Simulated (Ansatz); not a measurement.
# CdI2-type HgSb2

Method: PBEsol, scalar-relativistic; no spin polarisation; PAW, 420 eV, Γ-centred 8×8×6 mesh, 0.05 eV Gaussian smearing; code Ansatz; PAW files: Ansatz's generated set soft_2.

```cif
data_structure
_symmetry_space_group_name_H-M 'P-3m1'
_symmetry_Int_Tables_number 164
_cell_length_a 4.1866
_cell_length_b 4.1866
_cell_length_c 5.4455
_cell_angle_alpha 90.000
_cell_angle_beta 90.000
_cell_angle_gamma 120.000
_cell_volume 82.66
loop_
_atom_site_label
_atom_site_type_symbol
_atom_site_symmetry_multiplicity
_atom_site_Wyckoff_symbol
_atom_site_fract_x
_atom_site_fract_y
_atom_site_fract_z
_atom_site_occupancy
Hg1 Hg 1 a 0.00000 0.00000 0.00000 1
Sb1 Sb 2 d 0.33333 0.66667 0.34366 1
```

This is a trial structure made by placing the elements on a prototype's sites, so it needn't be the stable form.

**Question.** Which orbitals carry the states at the Fermi level, and how many states are there?

**Answer.** Within 0.1 eV of it: Sb 5p 80 %, Hg 6s 9 %, Sb 5s 9 % (shares among the projected shells). The density of states at the Fermi level is about 1 states/eV per cell, averaged over 0.3 eV.

Density of states (tetrahedra, averaged over 0.5 eV; states/eV per cell of 3 atoms; energy in eV from the Fermi level):

```json
{"E (eV)": "-7.60", "DOS": "0.0"}
{"E (eV)": "-7.10", "DOS": "14.8"}
{"E (eV)": "-6.60", "DOS": "5.1"}
{"E (eV)": "-6.10", "DOS": "0.1"}
{"E (eV)": "-5.60", "DOS": "0.4"}
{"E (eV)": "-5.10", "DOS": "1.9"}
{"E (eV)": "-4.60", "DOS": "1.2"}
{"E (eV)": "-4.10", "DOS": "0.9"}
{"E (eV)": "-3.60", "DOS": "1.1"}
{"E (eV)": "-3.10", "DOS": "1.4"}
{"E (eV)": "-2.60", "DOS": "1.9"}
{"E (eV)": "-2.10", "DOS": "2.0"}
{"E (eV)": "-1.60", "DOS": "1.5"}
{"E (eV)": "-1.10", "DOS": "1.7"}
{"E (eV)": "-0.60", "DOS": "1.1"}
{"E (eV)": "-0.10", "DOS": "1.0"}
{"E (eV)": "0.40", "DOS": "1.3"}
{"E (eV)": "0.90", "DOS": "1.5"}
{"E (eV)": "1.40", "DOS": "1.9"}
{"E (eV)": "1.90", "DOS": "1.6"}
{"E (eV)": "2.40", "DOS": "1.5"}
{"E (eV)": "2.90", "DOS": "1.6"}
{"E (eV)": "3.40", "DOS": "1.2"}
{"E (eV)": "3.90", "DOS": "1.0"}
{"E (eV)": "4.40", "DOS": "1.6"}
{"E (eV)": "4.90", "DOS": "1.8"}
{"E (eV)": "5.40", "DOS": "2.4"}
{"E (eV)": "5.90", "DOS": "2.2"}
```

For elements this heavy, spin–orbit coupling would shift levels and gaps; it isn't included here.
